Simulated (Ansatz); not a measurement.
## All-electron card of CuI$_{2}$

```
Cu I
1.0
     0.00000    3.58600    3.58600
     3.58600    0.00000    3.58600
     3.58600    3.58600    0.00000
Cu I
1 2
Direct
  0.00000 0.00000 0.00000
  0.25000 0.25000 0.25000
  0.75000 0.75000 0.75000
```

Atom numbers follow the list: Cu1, I2, I3.

The cell was built from the fluorite type and relaxed in the same program, and has space group Fm-3m; it needn't be a known or the stable phase.

Spin–orbit coupling is left out, though it moves levels of the heavy atoms by tenths of an eV or more.

Methods: DFT, PBE, all-electron LAPW, scalar-relativistic (Ansatz 0.2.0); DFT, PBE, PAW with Ansatz's default frozen-core files, scalar-relativistic (Ansatz 0.2.0).

For LAPW: a Γ-centred 12×12×12 k mesh, Fermi–Dirac smearing of 0.03 eV, basis error target 1 meV/atom, no spin polarisation. PAW takes a cutoff of 420 eV at this cell. The Ansatz runs share mesh, smearing and spin set-up. Values come from LAPW unless marked.

```json
{
 "Löwdin charges (with 0.17 e of the cell spilling out of the atomic basis, so their sizes and signs hang on that basis)": "Cu1 0.54, I2 -0.19 e",
 "Band gap": "none: with an odd electron count and no spin polarisation the bands can't all be full, a metal in this set-up (spin order or a larger cell could open a gap)",
 "Pressure at this cell": "0.00 GPa",
 "Volume per atom": "30.74 Å³"
}
```

**Question.** Give the computed value. Density of states at the Fermi level (0.2 eV bin).

**Answer.** 3.45 states/eV per cell.

**Question.** Bader charges (from the PAW run): what does the calculation give?

**Answer.** Cu1 +0.49, I2 -0.25 e.
